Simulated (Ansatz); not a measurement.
CuCl:
```cif
data_Cl2Cu2
_chemical_formula_sum 'Cu2 Cl2'
_space_group_name_H-M_alt 'P 1'
_space_group_IT_number 1
_cell_length_a 3.71737
_cell_length_b 3.71737
_cell_length_c 6.18141
_cell_angle_alpha 90.000
_cell_angle_beta 90.000
_cell_angle_gamma 120.000
loop_
_space_group_symop_operation_xyz
  'x, y, z'
loop_
_atom_site_label
_atom_site_type_symbol
_atom_site_fract_x
_atom_site_fract_y
_atom_site_fract_z
_atom_site_occupancy
Cu1 Cu 0.33333 0.66667 0.00860 1
Cu2 Cu 0.66667 0.33333 0.50860 1
Cl1 Cl 0.33333 0.66667 0.37640 1
Cl2 Cl 0.66667 0.33333 0.87640 1
```

Relaxed with PBEsol. PBEsol (plane waves, PAW; program Ansatz) gives a gap of 0.60 eV.

Problem. What gap does HSE06 give on the same cell (Ansatz, PAW)?

Solution. 2.51 eV, 1.91 eV more. The hybrid was solved on a coarser mesh and at special points; its gap is the smallest among all of these.

| k | v1 PBEsol | c1 PBEsol | v1 HSE06 | c1 HSE06 |
|---|---|---|---|---|
| Γ | 0.00 | 0.60 | 0.00 | 2.51 |
| A | -0.38 | 2.38 | (withheld) | (withheld) |
| K | -1.02 | 4.10 | (withheld) | (withheld) |
| H | -0.94 | 4.45 | -1.12 | 6.47 |
| M | -0.60 | 3.48 | (withheld) | (withheld) |
| L | -0.98 | 3.24 | (withheld) | (withheld) |

Problem. Top valence (v1) and lowest conduction level (c1) in eV from each method's valence maximum (which need not be a listed point): supply the withheld HSE06 values.

Solution. 
- L, v1 HSE06: -1.15
- L, c1 HSE06: 5.11
- A, v1 HSE06: -0.42
- A, c1 HSE06: 4.32
- M, v1 HSE06: -0.68
- M, c1 HSE06: 5.50
- K, v1 HSE06: -1.19
- K, c1 HSE06: 5.83

Cost on shared cores: the PBEsol run (SCF on a 9×9×5 mesh, then bands and DOS) about 40 core-seconds (a rough figure), the HSE06 run (SCF on 6×6×4, then a few points) around 4 core-minutes (rough); the tasks are unlike.

Space group P6_3mc (wurtzite). The workflow started from an entry of the Crystallography Open Database (COD), which files this formula under 2 space groups. It is not the phase usual at ambient conditions (space group No. 216). The PBEsol relaxation kept the symmetry of its start; of distortions, only those at the zone centre were tested. The run is not spin-polarised.

Potentials: the later of the program's two PAW sets.
